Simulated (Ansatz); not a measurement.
TaP in space group P-6m2 (No. 187; Ta on 1e, P on 1b) under volume change, the program Ansatz at the PBEsol level (PAW), shape and atoms relaxed at each volume.

| V (Å³/atom) | E − E(relaxed) (meV/atom) | P (GPa) |
|---|---|---|
| 14.084 | 96.5 | 24.05 |
| 14.548 | ? | ? |
| 15.012 | 9.6 | 6.81 |
| 15.476 | 0.0 | -0.01 |
| 15.941 | ? | ? |
| 16.405 | 33.0 | -10.84 |
| 16.869 | 70.8 | -15.15 |

Some entries are withheld; supply them.


- 14.548, E − E(relaxed) (meV/atom): 40.6
- 14.548, P (GPa): 14.77
- 15.941, E − E(relaxed) (meV/atom): 8.7
- 15.941, P (GPa): -5.84

What does a third-order Birch–Murnaghan fit give for V₀, B₀ and B′?

V₀ = 15.48 Å³/atom, B₀ = 210 GPa, B′ = 4.1.

The workflow started from a Materials Project entry (that database holds measured and hypothetical structures alike); the Crystallography Open Database copy checked does not list it. COD files the formula under space group No. 141. Whether it is the stable phase at ambient conditions was not checked. The PBEsol relaxation kept the symmetry of its start; whether a distortion lowers the energy is not shown. No spin polarisation was allowed. Spin–orbit coupling is left out wherever it is not named.

Potentials: the earlier of the program's two PAW sets. The files were generated under PBE; for other functionals the program regenerates the frozen cores, and for LDA and PBEsol the local potential too.
